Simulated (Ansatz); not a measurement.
Task: Name crystals whose computed values (DFT-PBEsol in the program Ansatz with PAW potentials) fall in these windows: Θ_D (K) 240 to 310; B₀ by P(V) fit (GPa) 86 to 100.

Result: 

| crystal | Θ_D (K) | B₀ by P(V) fit (GPa) |
|---|---|---|
| ScAg, CsCl type | 277 | 92.3 |
| YSe, rock salt | 286 | 87.1 |
Others may fit too.

Standing as an ambient phase not checked: ScAg, CsCl type; YSe, rock salt. All cells were relaxed under the symmetry of their starts (and spin orders); stability against distortions was not tested throughout. Rows with no word on spin ran without spin polarisation. Scalar-relativistic: spin–orbit coupling is off unless named, which matters more the heavier the elements.

Potentials: the later of the program's two PAW sets.
